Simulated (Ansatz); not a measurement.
## MgCdSn2O6: start and end of a relaxation

A trial structure of MgCdSn2O6 was built thus: perovskite family, tilts a0a0a0, rock order on A (Fm-3m, No. 225) (A site Cd Mg; B site Sn; X site O). The dimensions are guesses.

start:

Space group Fm-3m (No. 225). a = 7.922 Å, b = 7.922 Å, c = 7.922 Å, α = 90.00°, β = 90.00°, γ = 90.00°
| atom | site | symmetry | x | y | z |
| --- | --- | --- | --- | --- | --- |
| Mg | 4b | m-3m | 0.5000 | 0.0000 | 0.0000 |
| Cd | 4a | m-3m | 0.0000 | 0.0000 | 0.0000 |
| Sn | 8c | -43m | 0.2500 | 0.2500 | 0.7500 |
| O | 24d | m.mm | 0.0000 | 0.7500 | 0.7500 |

Method: DFT PBE, scalar-relativistic, plane waves, PAW (Ansatz 0.2.0). Cutoff 420 eV, Gaussian smearing, Γ-centred meshes. Cell and atoms relax first on a coarse mesh and then on a finer one. In between, the cell is made exact in the group found at 0.06 Å. In metals the finer mesh still leaves noise of several meV/atom or more. The steps can't lower the symmetry of their start. No spin polarisation.

end:

Space group Fm-3m (No. 225). a = 8.079 Å, b = 8.079 Å, c = 8.079 Å, α = 90.00°, β = 90.00°, γ = 90.00°
```json
{"atom": "Mg", "site": "4b", "symmetry": "m-3m", "x": "0.5000", "y": "0.0000", "z": "0.0000"}
{"atom": "Cd", "site": "4a", "symmetry": "m-3m", "x": "0.0000", "y": "0.0000", "z": "0.0000"}
{"atom": "Sn", "site": "8c", "symmetry": "-43m", "x": "0.2500", "y": "0.2500", "z": "0.7500"}
{"atom": "O", "site": "24d", "symmetry": "m.mm", "x": "0.0000", "y": "0.7500", "z": "0.7500"}
```

The symmetry stays Fm-3m (No. 225). The volume per atom grows by 6.1 %, from 12.4 to 13.2 Å³. The shortest distance goes from 1.98 Å (Sn–O) to 2.02 Å (Sn–O).

```json
{
  "Volume per atom": "13.18 Å³",
  "Density": "5.92 g/cm³",
  "Energy over the elements": "−1.24 eV/atom",
  "Gap on the 8×8×8 mesh of the 10-atom cell": "0 eV (the bands meet within 0.015 eV)"
}
```

Energies over the elements count from the elements' standard structures at the same level (O₂ as a molecule), with no fitted energy shifts. The references include grey tin. Whether it is stable depends on the other phases of the system, which aren't compared here.

The last run used Gaussian smearing of 0.10 eV. The zero gap may come from the functional, which often closes small gaps. A structure relaxed within its symmetry needn't be a true minimum. In all, the 3 runs took 46 s on 1 thread of Arm Neoverse V1 (shared host).
